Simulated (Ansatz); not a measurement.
Polymorphs of MoS2, each relaxed with DFT-r²SCAN+D4 in the program Ansatz with PAW potentials:

A: R3m
a = 3.1762 Å, b = 3.1762 Å, c = 18.6713 Å, α = 90.00°, β = 90.00°, γ = 120.00°

```tsv
atom	site	symmetry	x	y	z
Mo	3a	3m	0.0000	0.0000	0.0002
S	3a	3m	0.0000	0.0000	0.5837
S	3a	3m	0.0000	0.0000	0.7500
```

B: P6_3/mmc
a = b = 3.177 Å, c = 12.581 Å, α = β = 90.00°, γ = 120.00°

```csv
atom,site,symmetry,x,y,z
Mo,2b,-6m2,0.0000,0.0000,0.2500
S,4f,3m.,0.3333,0.6667,0.1267
```

Task: Rank these by energy per atom at 0 K (lowest first), as r²SCAN+D4 gives it.

Result: A (+0 meV/atom), B (+4 meV/atom)

Task: Give each one's gap.

Result: A 1.03 eV; B 1.05 eV.

Not the usual ambient phase: B. All cells were relaxed under the symmetry of their starts (and spin orders); stability against distortions was not tested throughout. Rows with no word on spin ran without spin polarisation. Spin–orbit coupling is left out wherever it is not named.

Energies hold the estimated change up to a 700 eV cutoff; steps of a few meV lie near the error of the meshes.

Potentials: the earlier of the program's two PAW sets.
